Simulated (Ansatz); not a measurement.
Starting cell, Pd (fcc, Cu type):

```xyz
4
Lattice="3.8757 0.0000 0.0000 0.0000 3.8757 0.0000 0.0000 0.0000 3.8757" Properties=species:S:1:pos:R:3 pbc="T T T"
Pd     0.0000     0.0000     0.0000
Pd     1.9379     1.9379     0.0000
Pd     1.9379     0.0000     1.9379
Pd     0.0000     1.9379     1.9379
```

In this cell atom 3 (Pd, nearest neighbour Pd at 2.741 Å; its periodic images, 3.9 Å or more away, move with it) is moved by s towards the nearest neighbour, unit vector (-0.707, -0.707, 0.000); all other atoms and the cell stay fixed.

Calculation: PBEsol (plane waves to 420 eV, PAW, scalar-relativistic; Ansatz, a first-principles code). k mesh 10×10×10 (Γ-centred), Fermi-Dirac smearing 0.05 eV. The energy includes the smearing's −TS. With partly filled bands, energies and forces of such displacements shift with the k mesh and the smearing. On this mesh the relaxed cell isn't quite at rest: it carries a pressure of -0.1 GPa (compression positive) at the zero of the scan. Pd is run without spin polarisation. Pd was relaxed with its symmetry unable to fall. ΔE is measured from the undisplaced structure.

The scan covers s from -0.550 to 0.550 Å in 11 points.

Task: Is the energy the same for equal positive and negative displacements?

Result: Even: the same for both signs. With its periodic images moving along, the atom's site symmetry in this cell is m-3m.

Task: What is the energy change at s = 0.550 Å?

Result: 1828 meV/cell.

Task: What force acts on the atom along the line at s = -0.550 Å?

Result: 8.24 eV/Å.

Task: What is the force constant k = d²E/ds² of this move at s = 0?

Result: 10.1 eV/Å².

(For displaced atoms, the force is minus the slope of the energy, and its curvature is a force constant, which sets phonon frequencies.)
